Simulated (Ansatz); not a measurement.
A geometry of Br away from equilibrium: the start of the relaxation of a relaxed Br cell, doubled along one cell vector, shaken by Gaussian noise of σ = 0.08 Å a coordinate. The numbers are results of PBE (plane waves to 420 eV, PAW, scalar-relativistic; Ansatz, a quantum-chemistry and plane-wave program), not measurements. Γ-centred k-mesh 3×6×5 on the run's cell (coarser than for final values), Fermi–Dirac smearing 0.05 eV.

```xyz
6
Lattice="9.7668 0.0000 0.0000 -2.4417 4.2291 0.0000 0.0000 0.0000 4.4045" Properties=species:S:1:pos:R:3:forces:R:3 pbc="T T T" free_energy=-16696.040 pressure_GPa=0.2
Br    -0.0615    -0.1223    -0.0021   -0.1255    0.1319    0.0225
Br     4.9248     0.0876    -0.0653    0.1007   -0.0587    0.0015
Br    -0.1530     2.9193     2.2491   -0.2604    0.1740   -0.0454
Br     4.9057     2.8170     2.1616   -0.4007    0.0518   -0.0460
Br     2.5298     1.4217     2.1769    0.3011   -0.1276    0.0478
Br     7.3612     1.4206     2.0689    0.3849   -0.1714    0.0196
```

Positions in Å, forces in eV/Å, free energy of the cell in eV (comparable only within this code, potentials and settings). Largest force: 0.42 eV/Å, on Br6 (atoms numbered as listed); the geometry lies about 0.53 eV/atom above the end of its relaxation.

No spin polarisation in the result. No dispersion correction is included, so spacings between layers, chains or molecules are soft and tend to come out too large.

The end of the path is a generated cell of Br: the first start was made by placing the elements on the sites of a structure type, and the end was not matched to a known phase here, so it may be hypothetical. Known forms of Br include space group No. 64.
